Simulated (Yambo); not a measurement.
**Excitons in Ba2ScNbO6**

```
Ba2ScNbO6
1.0
    0.00000     4.14417     4.14417
    4.14417     0.00000     4.14417
    4.14417     4.14417     0.00000
O Sc Nb Ba
6 1 1 2
Direct
  0.75618   0.24382   0.24382
  0.24382   0.75618   0.75618
  0.24382   0.75618   0.24382
  0.75618   0.24382   0.75618
  0.24382   0.24382   0.75618
  0.75618   0.75618   0.24382
  0.50000   0.50000   0.50000
  0.00000   0.00000   0.00000
  0.25000   0.25000   0.25000
  0.75000   0.75000   0.75000
```

The geometry is that of Materials Project entry mp-1206644, symmetrised and not relaxed again.

BSE in Yambo on LDA (pw.x of Quantum ESPRESSO, ONCV potentials, scalar-relativistic) bands: 4×4×4 mesh, 17 valence and 11 conduction bands, static screening with 91 bands and a 3 Ry block, scissor 1.69 eV, Tamm-Dancoff; field along x.

```csv
state,energy (eV),states within 2 meV,relative strength,class,main transitions
1,3.78,1,< 0.01,dark,VB → CB (69 %)
2,3.88,2,1.00,dark,several band pairs
3,3.92,3,0.03,dark,several band pairs
4,3.92,3,0.04,dark,several band pairs
5,4.02,1,< 0.01,dark,several band pairs
6,4.03,2,0.01,dark,several band pairs
```

These are vertical excitations (zero momentum). The direct quasiparticle gap on this mesh is 4.31 eV; counted from there, state 1 is bound by 0.53 eV. Convergence with the mesh was not shown.

Spin singlets only. Strengths are relative to the strongest of the lowest states of this run; strong means a line over 3 % of the spectrum's maximum, dark under 0.03 %. Absolute energies carry the error of the G0W0 scissor, whose convergence isn't established.

Spin-orbit splittings are left out.

The structure is a Materials Project entry; no match was found in the copy of COD used, and its stability was not checked.
